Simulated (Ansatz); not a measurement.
GaP:
```yaml
crystal:
  lattice:
    - [0.00000, 2.55943, 2.55943]
    - [2.55943, 0.00000, 2.55943]
    - [2.55943, 2.55943, 0.00000]
  atoms:
    - { symbol: Ga, position: [0.00000, 0.00000, 0.00000] }
    - { symbol: P, position: [0.50000, 0.50000, 0.50000] }
```

Relaxed with r²SCAN.

Problem. Map the electron localisation function on the plane through (0.000, 0.000, 0.000) spanned by u = [1, 0, 0] and v = [0, 1, -1] in lattice vectors, from r²SCAN in the plane-wave PAW code Ansatz.

Solution. x is the fraction of u, y of v (the angle between them is 90°; rows are the nearest grid lines); atoms in the plane: Ga at (0.00, 0.00), P at (0.50, 0.50).
```
|@ .:---:::::---:. @|
|. .:----:::----:. .|
|...:--=======--:...|
|:::--=*******=--:::|
|----+*#######*+----|
|---=*%%%%%%%%%*=---|
|--=*#%%%#*#%%%#*=--|
|:-=*#%%*-.-*%%#*=-:|
|::=*#%#-   -#%#*=::|
|::=*#%*:   :*%#*=::|
|::=*#%#-   -#%#*=::|
|:-=*#%%*-.-*%%#*=-:|
|--=*#%%%#*#%%%#*=--|
|---=*%%%%%%%%%*=---|
|----+*#######*+----|
|:::--=*******=--:::|
|...:--=======--:...|
|. .:----:::----:. .|
|@ .:---:::::---:. @|
```
Scale: ten equal steps from -0.094 (start of ' ') to 0.997 (end of '@'), in the order ' .:-=+*#%@'; x runs from 0.000 to 1.00, y from 0.000 (bottom) to 1.00 (top).

The density is the valence pseudo-density with augmentation charge, so density and ELF within about 1 Å of a nucleus are not all-electron values.

Space group Fm-3m (rock salt). The start of the workflow was typed in or built on a structure type; neither database checked (COD, Materials Project) lists it. It is not the phase usual at ambient conditions (space group No. 216). The r²SCAN relaxation kept the symmetry of its start; whether a distortion lowers the energy is not shown. Spin–orbit coupling is left out wherever it is not named.

Potentials: the earlier of the program's two PAW sets.
